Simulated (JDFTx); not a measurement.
Os(0001) slab cut from bulk Os (space group P6_3/mmc, indices of the conventional cell, lattice of the Materials Project entry mp-49, not re-optimised): 4 atoms in 4 planes, a 1x1 cell of 6.53 Å² (|a| = 2.746, |b| = 2.746 Å), 6.4 Å between the outermost planes, cell height 22.5 Å, 10×10×1 k mesh, Fermi smearing 0.01 Ha, no spin polarisation.

Final geometry:
```
Os(0001)
1.0
    2.7461     0.0000     0.0000
   -1.3731     2.3782     0.0000
    0.0000     0.0000    22.5000
Os
4
Direct
  0.6667   0.3333   0.3580
  0.3333   0.6667   0.4519
  0.6667   0.3333   0.5481
  0.3333   0.6667   0.6420
```

Level of theory: PBE, GBRV ultrasoft potentials, plane waves to 20/100 Ha; code: a modified build of JDFTx. Liquid on both sides: CANDLE, water, 1 M NaCl; nuclei fixed, outer atoms relaxed in vacuum. Potentials refer to SHE, placed 4.44 V below the bulk liquid's zero by convention. Ideal, unreconstructed faces without any overlayer. On the negative side CANDLE's cavity feels the periodic box, so those points shift with the cell height. Convergence in thickness and k mesh wasn't tested for this slab.

| U (V vs SHE) | μ (eV) | excess electrons per cell | σ (μC/cm², per face) | run |
|---|---|---|---|---|
| 0.05 | -4.49 | 0.170 | -20.8 | fixed potential |
| 0.24 | -4.68 | 0.122 | -15.0 | fixed charge |
| 0.40 | -4.84 | 0.019 | -2.4 | fixed potential |
| 0.53 | -4.97 | 0.000 | 0.0 | neutral |
| 0.85 | -5.29 | -0.035 | 4.3 | fixed potential |
| 1.05 | -5.49 | (withheld) | (withheld) | fixed potential |
| 1.45 | -5.89 | (withheld) | (withheld) | fixed potential |

Problem. Fill in the missing entries, row by row.

Solution. 
- 1.05, excess electrons per cell: -0.057
- 1.05, σ (μC/cm², per face): 7.0
- 1.45, excess electrons per cell: -0.106
- 1.45, σ (μC/cm², per face): 13.0
